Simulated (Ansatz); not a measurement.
Notes on a calculation: rocksalt-structured PtP

Method: PBEsol, scalar-relativistic; no spin polarisation; PAW, 420 eV, Γ-centred 12×12×12 mesh, 0.05 eV Gaussian smearing; code Ansatz. The datasets are Ansatz's generated set soft_2.

The structure was built from a prototype; whether the compound forms in it isn't claimed.

The start:

```
Pt P
1.0
     0.00000    2.42213    2.42213
     2.42213    0.00000    2.42213
     2.42213    2.42213    0.00000
Pt P
1 1
Direct
  0.50000 0.50000 0.50000
  0.00000 0.00000 0.00000
```

The first steps of the search for zero pressure:

```
run   level    k-mesh        kind  V (Å³/atom)  P (GPa)  gap on the mesh (eV)
  1  PBEsol  12×12×12  fixed cell        14.21     16.8                 metal
  2  PBEsol  12×12×12  fixed cell        15.80     -6.1                 metal
```

(1) At which volume does PBEsol reach zero pressure?

Answer:

(1) About 15.3 Å³/atom, about 8 % over the start.

The steps that followed:

```
run   level    k-mesh        kind  V (Å³/atom)  P (GPa)  E − E(final) (meV/atom)  gap on the mesh (eV)
  3  PBEsol  12×12×12  fixed cell        15.28     -0.1                      0.0                 metal
```

Cell and atoms are those of this level's equilibrium.

The final structure (symmetry read at 0.01 Å). Symmetry: Fm-3m, No. 225, cubic system. The conventional cell has a = 4.963 Å, b = 4.963 Å, c = 4.963 Å, α = 90.00°, β = 90.00°, γ = 90.00°. Pt (site symmetry m-3m) has 6 P at 2.48 Å as nearest neighbours. Around P (site symmetry m-3m) lie 6 Pt at 2.48 Å. (Neighbours are counted to 15 % beyond the shortest distance.)

At the final geometry the gap, band path included, is zero (metallic). The equation of state gives B0 = 195 GPa and B0′ = 4.9. Against the elements' standard states, run alike and uncorrected, the formation energy is -0.22 eV/atom. 

**What lies behind the numbers.**

With 23 valence electrons in the calculation's cell and no magnetic order, the bands, two electrons each, can't all be full or empty: band theory demands a metal. (Only strong correlation, outside this picture, could make a Mott insulator of it.)

Spin–orbit coupling, which matters for such heavy elements, is left out. Spin polarisation wasn't tried.
